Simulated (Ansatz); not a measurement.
## Profile along the Mo–Mo line in Mo (bcc, W type)

Mo (bcc, W type), conventional cell a = b = c = 3.151 Å, α = β = γ = 90.00°. The calculation uses the primitive cell of 1 atom, to which meshes and values per cell refer.

Fields along a shortest Mo–Mo line of a {211} plane (2.73 Å), from Mo to Mo, interpolated on the slice's grid (step about 0.2 Å). Level of theory: r2SCAN (plane waves to 500 eV, PAW, scalar-relativistic; Ansatz, a program for electronic structure). k mesh 21×21×21. Inside the PAW spheres the values are not all-electron values, and peaks at nuclei hang on which shells count as valence. Mo is run without spin polarisation. Mo was relaxed with its symmetry unable to fall.

```csv
distance from Mo (Å),valence electron density (e/Å³),electron localisation function
0.00,6.20,x
0.27,6.52,x
0.55,4.64,0.75
0.82,1.60,0.56
1.09,0.53,0.28
1.36,0.38,0.30
1.64,0.53,0.28
1.91,1.60,0.56
2.18,4.64,0.75
2.46,6.52,x
2.73,6.20,x
```

x: too close to a nucleus for the ELF to mean much.

Density on the Mo–Mo line (2.73 Å) at its midpoint: 0.38 e/Å³. ELF at that point: 0.30.
